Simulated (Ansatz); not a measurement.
Kick test of a cell of LiSi₂

It was reached by relaxing an invented guess, and it needn't be the stable form of this composition.

Method: DFT PBE, scalar-relativistic, plane waves, PAW in Ansatz. Plane waves to 420 eV, a k mesh through Γ of 12×12×8 on the computed 6-atom cell and Gaussian smearing (0.10 eV); no spin polarisation.

The cell below (6 atoms, space group P6_3/mmc (No. 194)) is relaxed within its symmetry.

```
CELL_PARAMETERS angstrom
4.28088 0.00000 0.00000
-2.14044 3.70735 0.00000
0.00000 0.00000 5.64616
ATOMIC_POSITIONS crystal
Li 0.00000 0.00000 0.25000
Li 0.00000 0.00000 0.75000
Si 0.66667 0.33333 0.03412
Si 0.33333 0.66667 0.53412
Si 0.66667 0.33333 0.46588
Si 0.33333 0.66667 0.96588
```

For the test a repeat of it with 12 atoms (edges 4.28, 4.28, 11.29 Å) was strained at random (σ = 1.5 % a component), the atoms were moved at random (σ = 0.05 Å), and all was relaxed again on a coarse 6×6×2 mesh (in the run’s order of axes) with 0.20 eV smearing, with no symmetry imposed.

Question: Does it come back?

Answer: It returns, within 1 meV/atom of the unmoved cell on that mesh and with the same symmetry when read at 0.1 Å (P2_1/m at 0.01 Å, so small strains and shifts remain). So it is stable against the distortions that fit this cell and that this random move excites. Modes that don't fit the cell aren't tested.
